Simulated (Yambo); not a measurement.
RPA spectrum of Si (space group P6_3/mmc, No. 194) on LDA bands in Yambo (9×9×4 mesh, 53 bands, 4 Ry local-field block, 0.2 eV broadening; field along x). CGrdSpXd merges neighbouring transition energies to save time; the report line [X-CG] gives the poles kept by one of the 4 MPI tasks, and where the merging fails may depend on that split. Axes are Cartesian, with cell vectors (Å) (3.80, 0.00, 0.00), (-1.90, 3.29, 0.00), (0.00, 0.00, 6.27).

| CGrdSpXd asked (%) | share reached (%) | poles used (one task) | static ε | largest change of Im ε (% of its maximum) | rough time |
|---|---|---|---|---|---|
| 100 | 100 | 2250 | 13.1 | 0.0 | 1 |
| 70 | 69 | 1573 | 13.1 | 0.1 | within a factor of two |
| 30 | 29 | 673 | 13.1 | 1.9 | about 1/2 |
| 15 | 0 | 21 | 13.6 | 42 | about 1/3 |
| 5 | 0 | 21 | 13.6 | 42 | about 1/4 |

All runs end normally. In the runs at 15 %, 5 % few poles are left or the spectrum changes by over a quarter of its peak, and no warning says so. Times are rough ratios from shared machines. The k mesh wasn't tested; the rows compare only with each other.

Geometry relaxed with LDA; primitive cell a = b = 3.7993 Å, c = 6.2738 Å, α = β = 90.00°, γ = 120.00°.

This is not the ordinary phase of the substance; no match was found in the copy of COD used, and its stability was not checked.
